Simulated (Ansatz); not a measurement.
Given:

Ta2SiN:
Space group P6₃/mmc (No. 194); a = b = 3.192 Å, c = 12.080 Å, α = β = 90.00°, γ = 120.00°

```json
[
 {"atom": "Si", "site": "2d", "symmetry": "-6m2", "x": "0.6667", "y": "0.3333", "z": "0.2500"},
 {"atom": "Ta", "site": "4f", "symmetry": "3m.", "x": "0.3333", "y": "0.6667", "z": "0.0949"},
 {"atom": "N", "site": "2a", "symmetry": "-3m.", "x": "0.0000", "y": "0.0000", "z": "0.0000"}
]
```

This is the PBEsol-relaxed structure.

Q: All from PBEsol in the plane-wave PAW code Ansatz, unless another level is named. Give the electronic character.

A: metallic (no gap).

Q: Next, the density of states at the Fermi level?

A: 0.36 states/eV per atom (mean over ±0.08 eV).

Q: And the formation energy from the elements (no fitted shifts)?

A: -0.71 eV/atom.

Space group P6_3/mmc. The start of the workflow was typed in or built on a structure type; neither database checked (COD, Materials Project) lists it. Whether it is the stable phase at ambient conditions was not checked. Symmetry was held in the PBEsol relaxation; whether a distortion lowers the energy is not shown. No spin polarisation was allowed. The references are the lowest solids computed at this level, not always the standard phases (solids in place of the gases). Spin–orbit coupling is left out wherever it is not named.

Potentials: the earlier of the program's two PAW sets. The files were generated under PBE; for other functionals the program regenerates the frozen cores, and for LDA and PBEsol the local potential too.
